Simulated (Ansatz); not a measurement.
ZnSe:
```yaml
crystal:
  lattice:
    - [0.00000, 2.86632, 2.86632]
    - [2.86632, 0.00000, 2.86632]
    - [2.86632, 2.86632, 0.00000]
  atoms:
    - { symbol: Zn, position: [0.00000, 0.00000, 0.00000] }
    - { symbol: Se, position: [0.25000, 0.25000, 0.25000] }
```

Relaxed with PBE.

Q: Which orbitals make up the states near the band edges in PBE (plane waves, PAW; program Ansatz)?

A: Top 1 eV of the valence band: Se 4p 91 %. Bottom 1 eV of the conduction band: Zn 4s 57 %, Se 4p 21 %, Se 4s 20 %. Projections are on Löwdin-orthogonalised atomic valence shells; empty p or d shells of many metals are not among them.

Q: Tabulate the density of states.

A: States/eV per cell of 2 atoms, in 0.25 eV bins, energy from the valence-band maximum.

| E (eV) | total | Zn 3d | Se 4p | Zn 4s |
|---|---|---|---|---|
| -7.85 | 0.00 | 0.00 | 0.00 | 0.00 |
| -7.60 | 0.00 | 0.00 | 0.00 | 0.00 |
| -7.35 | 0.00 | 0.00 | 0.00 | 0.00 |
| -7.10 | 0.00 | 0.00 | 0.00 | 0.00 |
| -6.85 | 0.00 | 0.00 | 0.00 | 0.00 |
| -6.60 | 0.00 | 0.00 | 0.00 | 0.00 |
| -6.35 | 18.11 | 17.01 | 0.97 | 0.11 |
| -6.10 | 18.23 | 17.91 | 0.20 | 0.08 |
| -5.85 | 3.66 | 3.44 | 0.05 | 0.05 |
| -5.60 | 0.00 | 0.00 | 0.00 | 0.00 |
| -5.35 | 0.00 | 0.00 | 0.00 | 0.00 |
| -5.10 | 0.00 | 0.00 | 0.00 | 0.00 |
| -4.85 | 0.41 | 0.01 | 0.29 | 0.09 |
| -4.60 | 2.58 | 0.15 | 1.59 | 0.77 |
| -4.35 | 1.60 | 0.14 | 0.96 | 0.43 |
| -4.10 | 0.85 | 0.09 | 0.50 | 0.20 |
| -3.85 | 0.59 | 0.06 | 0.34 | 0.12 |
| -3.60 | 0.45 | 0.05 | 0.27 | 0.09 |
| -3.35 | 0.34 | 0.03 | 0.20 | 0.06 |
| -3.10 | 0.28 | 0.03 | 0.17 | 0.05 |
| -2.85 | 0.99 | 0.06 | 0.83 | 0.05 |
| -2.60 | 1.49 | 0.08 | 1.28 | 0.06 |
| -2.35 | 1.39 | 0.06 | 1.20 | 0.05 |
| -2.10 | 1.78 | 0.07 | 1.58 | 0.05 |
| -1.85 | 2.00 | 0.08 | 1.79 | 0.04 |
| -1.60 | 1.94 | 0.08 | 1.74 | 0.03 |
| -1.35 | 1.89 | 0.08 | 1.71 | 0.02 |
| -1.10 | 1.91 | 0.08 | 1.73 | 0.02 |
| -0.85 | 1.70 | 0.08 | 1.55 | 0.01 |
| -0.60 | 0.99 | 0.05 | 0.91 | 0.01 |
| -0.35 | 0.61 | 0.03 | 0.56 | 0.00 |
| -0.10 | 0.21 | 0.01 | 0.20 | 0.00 |
| 0.15 | 0.00 | 0.00 | 0.00 | 0.00 |
| 0.40 | 0.00 | 0.00 | 0.00 | 0.00 |
| 0.65 | 0.00 | 0.00 | 0.00 | 0.00 |
| 0.90 | 0.00 | 0.00 | 0.00 | 0.00 |
| 1.15 | 0.00 | 0.00 | 0.00 | 0.00 |
| 1.40 | 0.00 | 0.00 | 0.00 | 0.00 |
| 1.65 | 0.01 | 0.00 | 0.00 | 0.01 |
| 1.90 | 0.03 | 0.00 | 0.01 | 0.02 |
| 2.15 | 0.04 | 0.00 | 0.01 | 0.02 |
| 2.40 | 0.07 | 0.00 | 0.02 | 0.04 |
| 2.65 | 0.25 | 0.00 | 0.06 | 0.13 |
| 2.90 | 0.50 | 0.00 | 0.11 | 0.26 |
| 3.15 | 0.61 | 0.00 | 0.13 | 0.28 |
| 3.40 | 0.94 | 0.00 | 0.18 | 0.35 |
| 3.65 | 1.63 | 0.00 | 0.33 | 0.57 |
| 3.90 | 2.08 | 0.00 | 0.44 | 0.74 |
| 4.15 | 1.33 | 0.00 | 0.28 | 0.47 |
| 4.40 | 0.99 | 0.00 | 0.20 | 0.31 |
| 4.65 | 0.85 | 0.00 | 0.15 | 0.23 |
| 4.90 | 0.66 | 0.00 | 0.09 | 0.14 |
| 5.15 | 0.67 | 0.00 | 0.08 | 0.11 |
| 5.40 | 1.10 | 0.00 | 0.11 | 0.14 |
| 5.65 | 1.68 | 0.00 | 0.13 | 0.15 |
| 5.90 | 1.64 | 0.00 | 0.10 | 0.12 |

Space group F-43m (zinc blende). The cell was relaxed with PBE under the symmetry of its start. Spin–orbit coupling is left out wherever it is not named.

Potentials: the earlier of the program's two PAW sets.
